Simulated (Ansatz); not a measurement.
A geometry of P away from equilibrium: the start of the relaxation of a relaxed P cell displaced along its unstable phonon at q = Γ (161i cm⁻¹), largest move 0.15 Å. These are PBEsol (plane waves to 420 eV, PAW, scalar-relativistic; Ansatz, a quantum-chemistry and plane-wave program) values and carry that method's errors. Γ-centred k-mesh 9×9×13 on the run's cell (coarser than for final values), Fermi–Dirac smearing 0.05 eV.

```xyz
3
Lattice="4.3807 0.0000 0.0000 -2.1903 3.7938 0.0000 0.0000 0.0000 2.4916" Properties=species:S:1:pos:R:3:forces:R:3 pbc="T T T" free_energy=-2218.529 pressure_GPa=-0.1
P      0.0000     0.0000    -0.1500    0.0000    0.0000   -0.3409
P      0.0000     2.5292     1.3208    0.0000    0.0000    0.1705
P      2.1903     1.2646     1.3208    0.0000    0.0000    0.1705
```

Positions in Å, forces in eV/Å, free energy of the cell in eV (comparable only within this code, potentials and settings). Largest force: 0.34 eV/Å, on P1 (atoms numbered as listed); the geometry lies 0.21 to 0.22 eV/atom (the two k-meshes of the run give this range) above the end of its relaxation.

No spin polarisation in the result. The relaxed primitive cell holds an odd number of electrons. A magnetic state may lie lower.

The run could not lose the symmetry of its start, so the end can be a saddle point.

The end of the path is a generated cell of P: the first start was made by placing the elements on the sites of a structure type, and the end was not matched to a known phase here, so it may be hypothetical. Known forms of P include space group No. 64.
